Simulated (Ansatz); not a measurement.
### Question
Each is relaxed and computed with r²SCAN (plane waves, PAW; program Ansatz). Which is the only one with a gap?
A) ZrSi2, fluorite
B) CdF2, fluorite
C) BaCd2Ge2, I4/mmm (Ge on 4e, Cd on 4d, Ba on 2a)
D) SrCd2Ge2, I4/mmm (Sr on 2a, Ge on 4e, Cd on 4d)

### Answer
B, CdF2, fluorite. CdF2: gap 3.79 eV (indirect); BaCd2Ge2: metal; ZrSi2: metal; SrCd2Ge2: metal. Constructed cells (a structure type filled with these elements, in neither database checked): ZrSi2, fluorite. Standing as an ambient phase not checked: BaCd2Ge2, I4/mmm (Ge on 4e, Cd on 4d, Ba on 2a); SrCd2Ge2, I4/mmm (Sr on 2a, Ge on 4e, Cd on 4d). Unstable at this level: ZrSi2, fluorite. All cells were relaxed under the symmetry of their starts (and spin orders); stability against distortions was not tested throughout. Rows with no word on spin ran without spin polarisation. Spin–orbit coupling is left out wherever it is not named.

Potentials: the later of the program's two PAW sets.
